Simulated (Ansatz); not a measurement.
A relaxed cell of Zr2TaGe2 is given with its symmetry left out. The cell was found from a structure generator's guess, not taken from experiment.

Computed with Ansatz 0.2.0, DFT PBE, scalar-relativistic, plane waves, PAW. Cutoff 420 eV, Γ-centred mesh, Gaussian smearing, no spin polarisation.

```yaml
crystal:
  lattice:
    - [4.85513, 0.00000, 0.00000]
    - [-2.42757, 4.20467, 0.00000]
    - [0.00000, 0.00000, 5.25629]
  atoms:
    - { symbol: Zr, position: [0.33333, 0.66667, 0.00000] }
    - { symbol: Zr, position: [0.66667, 0.33333, 0.00000] }
    - { symbol: Ta, position: [0.00000, 0.00000, 0.50000] }
    - { symbol: Ge, position: [0.33333, 0.66667, 0.50000] }
    - { symbol: Ge, position: [0.66667, 0.33333, 0.50000] }
```

Energies over the elements count from the elements' standard structures at the same level, with no fitted energy shifts.

Question: Find its symmetry and describe it.

Answer: P6/mmm (No. 191). Conventional cell: a = 4.855 Å, c = 5.256 Å. Around Zr lie 2 Ge at 2.63 Å and 3 Zr at 2.80 Å; around Ta lie 6 Ge at 2.80 Å; Ge has 2 Zr at 2.63 Å, 3 Ge at 2.80 Å and 3 Ta at 2.80 Å.

Question: How far does it lie from the elements in energy?

Answer: +0.64 eV/atom. The separate elements lie lower, so it is unstable against them.

Question: Is it a metal?

Answer: Yes, bands cross the Fermi level on the 12×12×8 mesh.

The last run used a 12×12×8 mesh (in the run's order of axes) for its 5-atom cell and Gaussian smearing of 0.10 eV. These runs have no spin–orbit coupling, which can matter for Ta. The cell is a metal run without spin; a magnetic state may lie lower. A structure relaxed within its symmetry needn't be a true minimum. Another cell of Zr2TaGe2 relaxed alike, in P-3m1, lies 0.86 eV/atom lower, so this cell isn't the stable form at this level.
